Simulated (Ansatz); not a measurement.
## Sn, one cell by several methods

```xyz
2
Lattice="0.0000 3.3105 3.2456 3.3105 0.0000 3.2456 3.3105 3.3105 0.0000" Properties=species:S:1:pos:R:3 pbc="T T T"
Sn    3.3105    3.3105    3.2456
Sn    4.9658    4.9658    4.8684
```

Atom numbers follow the list: Sn1, Sn2.

The cell is COD entry 9008568, as deposited and not checked against the literature; nothing was relaxed. The listed cell was then made from it by scaling, straining or moving an atom.

No spin–orbit coupling, which matters for the heavy atoms here.

All numbers are computed: DFT, PBEsol, PAW with Ansatz's default frozen-core files, scalar-relativistic (Ansatz 0.2.0); DFT, PBEsol, all-electron PAW with datasets made for the crystal, scalar-relativistic (Ansatz 0.2.0); DFT, PBEsol, all-electron LAPW, scalar-relativistic (Ansatz 0.2.0).

For PAW: a Γ-centred 11×11×11 k mesh, Fermi–Dirac smearing of 0.05 eV, cutoff 420 eV, no spin polarisation; the PAW files were made with PBE, and the program remakes their frozen cores for this functional. The crystal-made all-electron datasets (AE datasets) take a cutoff of 240 eV at this cell. LAPW targets a basis error of 1 meV/atom. The Ansatz runs share mesh, smearing and spin set-up. Plane-wave (PAW) pressures include the program's estimate of the Pulay term.

Stress and pressure are positive in compression.

The change that made this cell: equal xx and yy strain of +2 %.

| quantity | PAW | AE datasets | LAPW |
| --- | --- | --- | --- |
| pressure (GPa) | -0.67 | -0.67 | -0.67 |
| stress xx (GPa) | -0.85 | -0.86 | -0.85 |
| stress zz (GPa) | -0.30 | -0.30 | -0.30 |
